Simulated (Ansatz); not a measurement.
Zr (hcp (Mg type), space group No. 194) at seven volumes, the program Ansatz at the LDA level (PAW), shape and atoms relaxed at each. One row is withheld.

| V (Å³/atom) | P (GPa) |
|---|---|
| 19.815 | 10.93 |
| 20.468 | 6.85 |
| 21.121 | 3.22 |
| 21.775 | 0.00 |
| 22.428 | -2.87 |
| 23.081 | -5.44 |
| 23.734 | ? |

Problem. Fit the shown pressures and predict the withheld one.

Solution. P = (3/2)B₀(x^(7/2) − x^(5/2))[1 + (3/4)(B′ − 4)(x − 1)] with x = (V₀/V)^(2/3). Least squares on the six rows gives V₀ = 21.774 Å³/atom, B₀ = 101 GPa, B′ = 2.89. At V = 23.734, x = 0.9442 and P = -7.67 GPa. The run itself gave -7.71 GPa.

Space group P6_3/mmc (hcp (Mg type)). The cell was relaxed with LDA under the symmetry of its start. The run is not spin-polarised.

Potentials: the later of the program's two PAW sets.
